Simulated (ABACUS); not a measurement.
A self-consistent single point of Zn2SeS (P-4m2, 4 atoms in the cell; from Materials Project mp-1215430, changed as shown) with ABACUS.

Level of theory: LDA (PW92), numerical atomic orbitals DZP (confined pseudo-atomic orbitals with Gaussian additions; energy shift 0.003 Ry), PseudoDojo 0.4 standard norm-conserving LDA (tails mended) pseudopotentials run with ABACUS 3.10.1.

The change in words: lattice scaled by 0.98. Reference geometry (P-4m2):
```
CELL_PARAMETERS angstrom
      3.90929     0.00000     0.00000
      0.00000     3.90929     0.00000
      0.00000     0.00000     5.52212
ATOMIC_POSITIONS crystal
  Zn 0.50000 0.00000 0.76306
  Zn 0.00000 0.50000 0.23694
  Se 0.00000 0.00000 0.50000
  S  0.50000 0.50000 0.00000
```

Reference input (self-consistent single point, DFT, LDA (PW92), numerical atomic orbitals DZP (confined pseudo-atomic orbitals with Gaussian additions; energy shift 0.003 Ry), PseudoDojo 0.4 standard norm-conserving LDA (tails mended) pseudopotentials): basis = DZP numerical atomic orbitals, energy shift 0.003 Ry; KPT = Gamma 6 6 4 0 0 0; basis_type = lcao; dft_functional = PWLDA; ecutwfc = 100 Ry; smearing_method = fixed; potentials = PseudoDojo 0.4 standard norm-conserving LDA (tails mended); symmetry = 1; symmetry_prec = 1e-05; ks_solver = genelpa; scf_nmax = 100; scf_thr = 1.0e-07. This run's input differs from it in these lines:

```diff
@@ -35,5 +35,5 @@
 LATTICE_VECTORS
-   7.3874874417    0.0000000000    0.0000000000
-   0.0000000000    7.3874874417    0.0000000000
-   0.0000000000    0.0000000000   10.4352944273
+   7.2397373150    0.0000000000    0.0000000000
+   0.0000000000    7.2397373150    0.0000000000
+   0.0000000000    0.0000000000   10.2265892947
 
@@ -45,4 +45,4 @@
 2
-   1.9546450000    0.0000000000    4.2137088872 1 1 1
-   0.0000000000    1.9546450000    1.3084111128 1 1 1
+   1.9155520000    0.0000000000    4.1294350147 1 1 1
+   0.0000000000    1.9155520000    1.2822429853 1 1 1
 
@@ -51,3 +51,3 @@
 1
-   0.0000000000    0.0000000000    2.7610600000 1 1 1
+   0.0000000000    0.0000000000    2.7058390000 1 1 1
 
@@ -56,3 +56,3 @@
 1
-   1.9546450000    1.9546450000    0.0000000000 1 1 1
+   1.9155520000    1.9155520000    0.0000000000 1 1 1
 # file: KPT
```

Log, with long lists cut:

```
 SELF-CONSISTENT
 -------------------------------------------

                  longest orb rcut (Bohr) = 7.6
   longest nonlocal projector rcut (Bohr) = 1.94
                     search radius (Bohr) = 19.1

                          real space grid = [ 48, 48, 72 ]
                                 init_chg = atomic

 LCAO ALGORITHM --------------- ION=   1  ELEC=   1--------------------------------

 Density error is 0.0339505808486
 E_KohnSham     -1100.2637063870     -14969.8557094619
 E_Fermi        0.6115701198         8.3208383552

 LCAO ALGORITHM --------------- ION=   1  ELEC=   2--------------------------------

   [... lines left out ...]

   [... 5 blocks of this kind left out ...]

 LCAO ALGORITHM --------------- ION=   1  ELEC=   8--------------------------------

 Density error is 5.30859449083e-07
 E_KohnSham     -1100.3232152693     -14970.6653693433
 E_Fermi        0.6370997857         8.6681872801

 LCAO ALGORITHM --------------- ION=   1  ELEC=   9--------------------------------

 Density error is 5.4722546337e-08
 E_KohnSham     -1100.3232152693     -14970.6653693437
 E_KS(sigma->0) -1100.3232152693     -14970.6653693437
 E_entropy(-TS) 0.0000000000         0.0000000000
 E_Fermi        0.6370997107         8.6681862603
 charge density convergence is achieved
 final etot is -14970.665369 eV
 EFERMI = 8.6681862603 eV

 STATE ENERGY(eV) AND OCCUPATIONS    NSPIN == 1
   [... 38 lines left out ...]

 TOTAL-FORCE (eV/Angstrom)
                       Zn1         0.0000000000         0.0000000000        -0.0468781691
                       Zn2         0.0000000000         0.0000000000         0.0468781691
                       Se1         0.0000000000         0.0000000000         0.0000000000
                        S1         0.0000000000         0.0000000000         0.0000000000

 TOTAL-STRESS (KBAR)
        19.8250396045         0.0000000000         0.0000000000
         0.0000000000        19.8250396045         0.0000000000
         0.0000000000         0.0000000000        19.5740115779
 TOTAL-PRESSURE: 19.741364 KBAR

 --------------------------------------------
 !FINAL_ETOT_IS -14970.6653693436655885 eV
 --------------------------------------------
```

The run converged in 9 iterations. Against the reference run the free energy falls by 3.4 meV/atom, the pressure goes from -2.56 to 1.97 GPa and the gap on the mesh goes from 1.518 to 1.786 eV.

The atom-centred basis is finite, which shifts total energies, pressures and gaps against plane waves. The structure comes from a collection of computed structures, made at another level of theory; the collection holds predicted forms beside known ones.

Cost on one core: around 12 core-seconds (rough).

The atomic orbitals were generated for these runs; they are not ABACUS's published sets and were checked against plane waves on a few crystals only.

“Tails mended”: in these copies of the files the far tail of each local potential was reset to the Coulomb form.
